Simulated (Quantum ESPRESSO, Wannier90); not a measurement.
Wannier functions of PbSe (Cmcm)

```
begin unit_cell_cart
ang
    4.3097500000    0.0000000000    0.0000000000
    0.0000000000    0.0000000000   -4.4504900000
   -2.1548750000    6.1339450000    0.0000000000
end unit_cell_cart
begin atoms_frac
Pb   0.3682400000  0.2500000000 -0.2635200000
Pb  -0.3682400000 -0.2500000000  0.2635200000
Se   0.1387100000  0.2500000000  0.2774200000
Se  -0.1387100000 -0.2500000000 -0.2774200000
end atoms_frac
```

Cell from Materials Project (mp-1063670), symmetrised, no further relaxation. Not found in the COD (Crystallography Open Database) copy used, which has the formula in other groups; not checked further. Computed values, not measurements, from PBEsol: Quantum ESPRESSO (norm-conserving PseudoDojo potentials, cutoff 69 Ry, spinors with spin-orbit coupling) on a Γ-centred 4×4×4 mesh, then Wannier90. Density: 8×8×8 mesh, Gaussian smearing 0.01 Ry.

A tight-binding model is made by disentanglement and projection with no localisation steps (num_iter = 0), so the 32 orbitals stay atom-like: hydrogen-like Pb: s;p; Se: s;p, axes along x, y, z; frozen window up to 1.93 eV relative to the valence-band maximum. It follows pw.x to 7.5 meV rms for states up to 1.4 eV relative to the valence-band maximum. Matrix elements depend on this choice of orbitals and windows.

What are the on-site energies relative to the valence-band maximum, and how fast do the hoppings decay?


```csv
atom,orbitals,energy (eV)
Pb1,s↑ s↓,-6.64
Pb1,pz↑ pz↓,2.19
Pb1,px↑ px↓,2.12
Pb1,py↑ py↓,2.07
Pb2,s↑ s↓,-6.64
Pb2,pz↑ pz↓,2.19
Pb2,px↑ px↓,2.12
Pb2,py↑ py↓,2.07
Se3,s↑ s↓,-11.41
Se3,pz↑ pz↓,-0.82
Se3,px↑ px↓,-0.84
Se3,py↑ py↓,-0.86
Se4,s↑ s↓,-11.41
Se4,pz↑ pz↓,-0.82
Se4,px↑ px↓,-0.84
Se4,py↑ py↓,-0.86
```

| distance of the centres (Å) | largest modulus (eV) |
|---|---|
| 2–3 | 1.6 |
| 3–4 | 2.2 |
| 4–5 | 0.36 |
| 5–6 | 0.065 |
| 6–7 | 0.20 |
| 7–8 | 0.020 |

Effective spin-orbit constants λ of λ L·S, from the same-site elements px↑–py↑ (λ/2) and dx2-y2↑–dxy↑ (λ), where they are among the larger elements: Pb1 p 1.2 eV, Pb2 p 1.2 eV.
